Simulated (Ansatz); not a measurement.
TiAl, in the lowest of the structures calculated here: P4/mmm (No. 123), tP2; a = b = 2.768 Å, c = 3.996 Å, α = β = γ = 90.00°; Ti 1a (0.000, 0.000, 0.000); Al 1d (0.500, 0.500, 0.500). The numbers are results of LDA (plane waves to 420 eV, PAW, scalar-relativistic; Ansatz, a first-principles code), not measurements. Element references, the lowest calculated here: Al (Fm-3m), Ti (P6₃/mmc).

Problem. Predict the formation energy of this P4/mmm form of TiAl from the elements from LDA.

Solution. -0.42 eV/atom.

Static energies, no anion corrections, no zero-point energy. Values are rounded to 0.01 eV/atom. The compounds carry no spin polarisation.
